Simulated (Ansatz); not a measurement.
AlP (NiAs type, P6_3/mmc) at seven volumes, the program Ansatz at the PBE level (PAW), shape and atoms relaxed at each. One row is withheld.

```
V (Å³/atom)  P (GPa)
-----------  -------
14.785         11.91
15.272          7.30
15.760          3.37
16.247          0.00
16.734         -2.88
17.222         -5.33
17.709             ?
```

Q: Fit the shown pressures and predict the withheld one.

A: P = (3/2)B₀(x^(7/2) − x^(5/2))[1 + (3/4)(B′ − 4)(x − 1)] with x = (V₀/V)^(2/3). Least squares on the six rows gives V₀ = 16.247 Å³/atom, B₀ = 104 GPa, B′ = 4.21. At V = 17.709, x = 0.9442 and P = -7.48 GPa. The run itself gave -7.41 GPa.

The start of the workflow was typed in or built on a structure type; neither database checked (COD, Materials Project) lists it. It is not the phase usual at ambient conditions (space group No. 216). The PBE relaxation kept the symmetry of its start; whether a distortion lowers the energy is not shown.

Potentials: the later of the program's two PAW sets.
